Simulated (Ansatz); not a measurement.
# Equation of state of LaAl2BRu2

A database entry relaxed whole under r2SCAN (P4/mmm):

```yaml
crystal:
  lattice:
    - [4.21370, 0.00000, 0.00000]
    - [0.00000, 4.21370, 0.00000]
    - [0.00000, 0.00000, 5.68034]
  atoms:
    - { symbol: La, position: [0.00000, 0.00000, 0.50000] }
    - { symbol: Al, position: [0.50000, 0.50000, 0.25064] }
    - { symbol: Al, position: [0.50000, 0.50000, 0.74936] }
    - { symbol: B, position: [0.00000, 0.00000, 0.00000] }
    - { symbol: Ru, position: [0.00000, 0.50000, 0.00000] }
    - { symbol: Ru, position: [0.50000, 0.00000, 0.00000] }
```

The cell was scaled uniformly, its shape held, and the atoms relaxed at each volume with plane-wave PAW DFT (Ansatz 0.2.0; r2SCAN, 500 eV, 8×8×6 Γ-centred mesh, fermi-dirac occupations of width 0.100 eV; no spin, no spin-orbit coupling). One row is withheld.

| volume (Å³/atom) | energy over the lowest (meV/atom) | pressure (GPa) |
| --- | --- | --- |
| 15.801 | 29.9 | 10.07 |
| 16.137 | 12.8 | 6.35 |
| 16.473 | 3.0 | 3.01 |
| 16.809 | 0.0 | 0.00 |
| 17.146 | 2.9 | -2.70 |
| 17.482 | ? | ? |
| 17.818 | 24.4 | -7.31 |

**Question.** Fit the pressures of the other rows to the third-order Birch-Murnaghan form.

**Answer.** With f = [(V₀/V)^(2/3) − 1]/2 and P = 3B₀f(1 + 2f)^(5/2)[1 + 3(B₀′ − 4)f/2], least squares gives V₀ = 16.81 Å³ an atom, B₀ = 142 GPa and B₀′ = 4.3; the rows miss the fit by less than 0.01 GPa. The slope of the energies differs from these pressures by less than 0.05 GPa.

**Question.** What does the withheld row hold?

**Answer.** The fit gives -5.13 GPa at 17.482 Å³; the run gave -5.13 GPa and 11.2 meV an atom.

Caveats: the shape of the cell was held, so B₀ is an upper bound where the axes differ in stiffness; 0 K, fixed nuclei; the symmetry was kept, and this need not be the phase that is stable at 0 K; one mesh for all volumes; pressure is positive in compression.
